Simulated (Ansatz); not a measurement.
The start is a randomly generated symmetric cell of Be (space group No. 191). A full variable-cell relaxation at zero pressure is run with PBEsol (plane waves to 420 eV, PAW, scalar-relativistic; Ansatz, an electronic-structure program). First-step values are on the input's coarse k-mesh.

Ansatz input (later rounds restart from its end on a renewed k-mesh):
Ansatz 0.2 input:
```yaml
crystal:
  lattice:
    - [1.6319985, 0, 0]
    - [-0.8159993, 1.4133522, 0]
    - [0, 0, 10.8653197]
  atoms:
    - { symbol: Be, position: [0, 0, 0.5] }
    - { symbol: Be, position: [0, 0, 0.68263403] }
    - { symbol: Be, position: [0, 0, 0.31736597] }
basis: { ecutwfc: 420, ecutrho_ratio: 4, xc_grid: 2, fft_grid_basis: typed }
kpoints: { mp_grid: { grid: [22, 22, 3] } }
hamiltonian:
  xc: pbesol
  dispersion: none
  pseudopotentials: { azcp: { folder: ./paw }, kind: paw }
scf: { occupations: { method: fermi_dirac, width: 0.05 } }
relax: { f_tol: 0.01, max_steps: 100, cell: { stress_tol: 0.02 } }
output: { forces: true, stress: true }
```

| Property | Result |
|---|---|
| Largest initial force | 0.29 eV/Å, on Be2, Be3 (atoms numbered as listed) |
| Outcome | The space group stays P6/mmm (No. 191) (the run could not lower it); the end is AFLOW prototype A_hP1_191_a (A_f, as in Sn), with 1 atom in the primitive cell |
| Energy released | 2.39 eV/atom |
| Shortest distances (start → end) | The closest pairs of elements (up to four, under 3.6 Å), start → end: Be–Be 1.63 → 2.14 Å |
| Band gap at the end | zero (metallic) |
| Optimiser moves | 27 |

Final structure:

Space group P6/mmm (No. 191); a = b = 2.140 Å, c = 2.418 Å, α = β = 90.00°, γ = 120.00°

```tsv
atom	site	symmetry	x	y	z
Be	1b	6/mmm	0.0000	0.0000	0.5000
```

Final values are on a 25×25×19 k-mesh of the relaxed cell. No spin polarisation in the result.

The run could not lower the symmetry of its start; a shaken copy of this end point relaxes with PBEsol to Fm-3m (No. 225), 0.45 eV/atom lower.

The relaxed structure here is a generated cell of Be: the first start was made by a random draw of sites in a space group, and the end was not matched to a known phase here, so it may be hypothetical. Known forms of Be include space group No. 194.
